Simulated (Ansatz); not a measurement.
A scan (energy over volume and axial ratio; atoms clamped) gave these values. Calculation: PBE (plane waves to 420 eV, PAW, scalar-relativistic; Ansatz, a program for electronic structure).

* **Shear modulus C′ = (C11 − C12)/2 (fit, atoms clamped)**: 43 GPa

Q: Of these crystals, all scanned alike, which one is it?
A. CdSe (zinc blende)
B. Cu (fcc, Cu type)
C. CoSi₂ (fluorite type, space group Fm-3m)
D. Ni (fcc, Cu type)

A: C, CoSi₂ (fluorite type, space group Fm-3m). The others have, for the shear modulus C′ = (C11 − C12)/2: Cu 29 GPa, Ni 62 GPa, CdSe 9 GPa

All were relaxed with their symmetry unable to fall. CoSi2 is run without spin polarisation. Cu is run without spin polarisation. Relaxed Ni ends ferromagnetic. The PAW data are Ansatz's earlier set. Other magnetic orders were not checked, so this need not be the ground state. (This holds for the magnetic or f-shell members.) With partly filled bands, the response to shear is sensitive to the k mesh, so small differences along c/a are uncertain.

(A scan under strain: stresses follow from slopes of the energy per volume, elastic moduli from its curvatures.)
